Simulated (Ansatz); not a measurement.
The calculation used DFT PBE, scalar-relativistic, plane waves, PAW in Ansatz 0.2.0. All cells share a 420 eV cutoff and Γ-centred k meshes spaced at most about 0.3 Å⁻¹ (about 0.25 or finer for metals, 2π included). No spin polarisation in the final relaxations.

These are static total energies at zero pressure. All come from trial cells, and lower structures may exist.

Task: Order these relaxed structures of Te₅Pd by energy, lowest first, with the energy over the lowest of them.
A.

Space group R32:H (No. 155). a = 7.579 Å, b = 7.579 Å, c = 10.707 Å, α = 90.00°, β = 90.00°, γ = 120.00°
```
atom  site  symmetry       x       y       z
  Te    6c        3. 0.3333  0.6667  0.8110
  Te    9d        .2  0.1966  0.3333  0.3333
  Pd    3b        32  0.3333  0.6667  0.1667
```

B.

Space group F-43m (No. 216). a = 8.855 Å, b = 8.855 Å, c = 8.855 Å, α = 90.00°, β = 90.00°, γ = 90.00°
```json
{"atom": "Te", "site": "16e", "symmetry": ".3m", "x": "0.1250", "y": "0.3750", "z": "0.1250"}
{"atom": "Te", "site": "4d", "symmetry": "-43m", "x": "0.2500", "y": "0.2500", "z": "0.7500"}
{"atom": "Pd", "site": "4a", "symmetry": "-43m", "x": "0.0000", "y": "0.0000", "z": "0.0000"}
```

C.

Space group P6/mmm (No. 191). a = 5.840 Å, b = 5.840 Å, c = 6.397 Å, α = 90.00°, β = 90.00°, γ = 120.00°
```tsv
atom	site	symmetry	x	y	z
Te	2c	-6m2	0.3333	0.6667	0.0000
Te	3g	mmm	0.5000	0.0000	0.5000
Pd	1a	6/mmm	0.0000	0.0000	0.0000
```

D.

Space group P-43m (No. 215). a = 6.258 Å, b = 6.258 Å, c = 6.258 Å, α = 90.00°, β = 90.00°, γ = 90.00°
| atom | site | symmetry | x | y | z |
| --- | --- | --- | --- | --- | --- |
| Te | 4e | .3m | 0.7639 | 0.7639 | 0.7639 |
| Te | 1b | -43m | 0.5000 | 0.5000 | 0.5000 |
| Pd | 1a | -43m | 0.0000 | 0.0000 | 0.0000 |

Result: A (0 meV/atom), D (376 meV/atom), C (514 meV/atom), B (560 meV/atom). Forms: A R32; D P-43m; C P6/mmm; B F-43m. Counting Te atoms around Pd (those within 1.25 times the shortest such distance or 1.15 times the sum of covalent radii, 1.27 where that leaves under three; the shortest distance is added where it exceeds 1.18 times the sum of covalent radii): A has Pd 6; D has Pd 4; C has Pd 6 from 3.4 Å; B has Pd 16 from 3.7 Å. A holds Te–Te bonds in all directions (shortest 2.99 Å); D holds Te–Te units of three or more atoms (shortest 2.86 Å); C holds Te–Te nets (shortest 2.92 Å) (bonds between like non-metal atoms; other contacts aren't counted). Even the lowest lies +0.08 eV/atom against the elements.

No dispersion correction is applied, so the spacing and binding between layers, chains or molecules are poorly described (P6/mmm), and this can change margins and order among such cells. Spin–orbit coupling, which can matter for Te, is left out. Cells relaxed within their symmetry can be saddle points. Some candidate types were left out of the draw beforehand, so a known form may be missing.
